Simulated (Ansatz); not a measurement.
Data:

Hf2InC:
```cif
data_C2Hf4In2
_chemical_formula_sum 'Hf4 In2 C2'
_space_group_name_H-M_alt 'P 1'
_space_group_IT_number 1
_cell_length_a 3.28875
_cell_length_b 3.28875
_cell_length_c 14.70946
_cell_angle_alpha 90.000
_cell_angle_beta 90.000
_cell_angle_gamma 120.000
loop_
_space_group_symop_operation_xyz
  'x, y, z'
loop_
_atom_site_label
_atom_site_type_symbol
_atom_site_fract_x
_atom_site_fract_y
_atom_site_fract_z
_atom_site_occupancy
Hf1 Hf 0.66667 0.33333 0.58242 1
Hf2 Hf 0.33333 0.66667 0.41758 1
Hf3 Hf 0.33333 0.66667 0.08242 1
Hf4 Hf 0.66667 0.33333 0.91758 1
In1 In 0.66667 0.33333 0.25000 1
In2 In 0.33333 0.66667 0.75000 1
C1 C 0.00000 0.00000 0.50000 1
C2 C 0.00000 0.00000 0.00000 1
```

This is the PBEsol-relaxed structure.

**Question.** All from DFT-PBEsol in the program Ansatz with PAW potentials, unless another level is named. Give the Poisson's ratio.

**Answer.** 0.21.

**Question.** Give the highest zone-centre frequency.

**Answer.** 613 cm^-1.

Space group P6_3/mmc. The first step of the workflow began from a Materials Project structure, measured or hypothetical; the Crystallography Open Database copy checked does not list it. Its standing as an ambient phase is unchecked. Symmetry was held in the PBEsol relaxation; of distortions, only those at the zone centre were tested. No spin polarisation was allowed. As this level gives no gap, phonon frequencies hold no LO–TO term and depend on the k-mesh and smearing (Fermi–Dirac, 0.1 eV here). Scalar-relativistic: spin–orbit coupling is off unless named, which matters more the heavier the elements.

Potentials: the later of the program's two PAW sets.
